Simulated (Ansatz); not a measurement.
Cells of Ta relaxed with r2SCAN (plane waves to 500 eV, PAW, scalar-relativistic; Ansatz, a quantum-chemistry and plane-wave program), each with a space-group label. One label is wrong.

**A**, labelled Im-3m (No. 229)
```
CELL_PARAMETERS angstrom
     -1.65255     1.65255     1.65255
      1.65255    -1.65255     1.65255
      1.65255     1.65255    -1.65255
ATOMIC_POSITIONS crystal
  Ta 0.00000 0.00000 0.00000
```

**B**, labelled P4/mmm (No. 123)
```
CELL_PARAMETERS angstrom
      2.86117     0.00000     0.00000
      0.00000     4.64941     0.00000
     -0.93097     0.00000     8.22433
ATOMIC_POSITIONS crystal
  Ta 0.56309 0.25000 0.75098
  Ta 0.43691 0.75000 0.24902
  Ta 0.89636 0.25000 0.08948
  Ta 0.19164 0.75000 0.57765
  Ta 0.10364 0.75000 0.91052
  Ta 0.80836 0.25000 0.42235
```

**C**, labelled Fm-3m (No. 225)
```xyz
1
Lattice="0.0000 2.1043 2.1043 2.1043 0.0000 2.1043 2.1043 2.1043 0.0000" Properties=species:S:1:pos:R:3 pbc="T T T"
Ta     0.0000     0.0000     0.0000
```

**D**, labelled Pa-3 (No. 205)
```
CELL_PARAMETERS angstrom
      5.31182     0.00000     0.00000
      0.00000     5.31182     0.00000
      0.00000     0.00000     5.31182
ATOMIC_POSITIONS crystal
  Ta 0.14655 0.14655 0.14655
  Ta 0.64655 0.35345 0.85345
  Ta 0.85345 0.64655 0.35345
  Ta 0.35345 0.85345 0.64655
  Ta 0.85345 0.85345 0.85345
  Ta 0.35345 0.64655 0.14655
  Ta 0.14655 0.35345 0.64655
  Ta 0.64655 0.14655 0.35345
```

Question: Which label is wrong, and what should it be (tolerance 0.01 Å)?

Answer: B: its symmetry is P2₁/m (No. 11), mP6; a = 2.8612 Å, b = 4.6494 Å, c = 8.2769 Å, α = γ = 90.00°, β = 96.46°.

Each run could gain symmetry but not lose that of its start, so entries can be saddle points. From databases, or of a type measured for this composition: Im-3m, cI2, bcc (W type); Fm-3m, cF4, fcc (Cu type); the others are generated cells (placed on structure types, drawn at random, substituted or restacked) that were not matched to a known phase here.

No spin polarisation in the result.
